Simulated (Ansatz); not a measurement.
Input:

SnSe:
```cif
data_Se4Sn4
_chemical_formula_sum 'Sn4 Se4'
_space_group_name_H-M_alt 'P 1'
_space_group_IT_number 1
_cell_length_a 8.68218
_cell_length_b 4.07692
_cell_length_c 6.40635
_cell_angle_alpha 90.000
_cell_angle_beta 90.000
_cell_angle_gamma 90.000
loop_
_space_group_symop_operation_xyz
  'x, y, z'
loop_
_atom_site_label
_atom_site_type_symbol
_atom_site_fract_x
_atom_site_fract_y
_atom_site_fract_z
_atom_site_occupancy
Sn1 Sn 0.49261 0.25000 0.73241 1
Sn2 Sn 0.99261 0.25000 0.76759 1
Sn3 Sn 0.50739 0.75000 0.26759 1
Sn4 Sn 0.00739 0.75000 0.23241 1
Se1 Se 0.67869 0.25000 0.09164 1
Se2 Se 0.17869 0.25000 0.40836 1
Se3 Se 0.32131 0.75000 0.90836 1
Se4 Se 0.82131 0.75000 0.59164 1
```

This is the r²SCAN-relaxed structure.

Task: All from the program Ansatz at the r²SCAN level (PAW), unless another level is named. Predict the HSE06 gap on the r²SCAN cell.

Result: 1.11 eV.

Task: Next, the band gap?

Result: 0.94 eV (indirect).

Task: Next, the smallest direct gap on the standard path?

Result: 1.10 eV.

Task: Predict the formation energy from the elements (no fitted shifts).

Result: -0.43 eV/atom.

Space group Pnma. The cell was relaxed with r²SCAN under the symmetry of its start. The volume moved by 45 % from the start of the relaxation. The references are the lowest solids computed at this level, not always the standard phases. Spin–orbit coupling is left out wherever it is not named.

Potentials: the later of the program's two PAW sets.
